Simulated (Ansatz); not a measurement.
Question: LaN (zinc blende, F-43m) is relaxed with DFT-PBE in the program Ansatz with PAW potentials. What lattice parameters of the conventional cell result?

Answer: a = 5.613 Å.

Question: Is it a metal or does it have a gap at this level?

Answer: A gap of 1.17 eV, indirect.

The start of the workflow was typed in or built on a structure type; neither database checked (COD, Materials Project) lists it. COD files the formula under space group No. 225, so this cell is another polymorph or a model. Its standing as an ambient phase is unchecked. The cell was relaxed with PBE under the symmetry of its start; whether a distortion lowers the energy is not shown. Scalar-relativistic: spin–orbit coupling is off unless named, which matters more the heavier the elements.

Potentials: the later of the program's two PAW sets.
